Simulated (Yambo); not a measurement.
SrAlSiH (space group P3m1, No. 156); a = b = 4.2069 Å, c = 4.7856 Å, α = β = 90.00°, γ = 120.00°. With the G0W0 scissor the direct gap on the mesh is 2.00 eV. Axes are Cartesian, with cell vectors (Å) (4.21, 0.00, 0.00), (-2.10, 3.64, 0.00), (0.00, 0.00, 4.79).

Task: Can the lowest exciton of this BSE run be trusted, and with what binding energy? (Yambo, PBEsol bands; 9×9×6 mesh, 3 valence and 7 conduction bands, static screening with 37 bands and a 4 Ry block, scissor 0.70 eV, Tamm-Dancoff.)

Result: No. The lowest state covers only about 6 of the 486 k points, so the mesh doesn't resolve it: its energy and its distance from the direct gap are mesh artefacts. An extended exciton needs a far denser mesh. The scissor comes from a G0W0 run whose convergence isn't established. 

Geometry relaxed with PBEsol.

The structure is a Materials Project entry; no match was found in the copy of COD used, and its stability was not checked.
